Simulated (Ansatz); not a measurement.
Given:

PbS (rock salt)

```
CELL_PARAMETERS angstrom
      0.00000     2.98725     2.98725
      2.98725     0.00000     2.98725
      2.98725     2.98725     0.00000
ATOMIC_POSITIONS crystal
  S  0.00000 0.00000 0.00000
  Pb 0.50000 0.50000 0.50000
```

In each cell atom 2 (Pb, nearest neighbour S at 2.987 Å; its periodic images, 4.2 Å or more away, move with it) moves by s·(-1.000, 0.000, 0.000) (towards the nearest neighbour), the rest being held.

All values below come from r2SCAN (plane waves to 500 eV, PAW, scalar-relativistic; Ansatz, a first-principles code). k mesh 8×8×8 (Γ-centred), Fermi-Dirac smearing 0.05 eV. The energy includes the smearing's −TS. PbS was relaxed with its symmetry unable to fall. Spin-orbit coupling is left out, though Pb is heavy. ΔE is measured from the undisplaced structure.

The scan covers s from -0.600 to 0.600 Å in 11 points.

Is the energy the same for equal positive and negative displacements?

Even: the same for both signs. With its periodic images moving along, the atom's site symmetry in this cell is m-3m.

What force acts on the atom along the line at s = -0.600 Å?

2.62 eV/Å.

What is the energy change at s = 0.600 Å?

413 meV/cell.

(For displaced atoms, the force is minus the slope of the energy, and its curvature is a force constant, which sets phonon frequencies.)
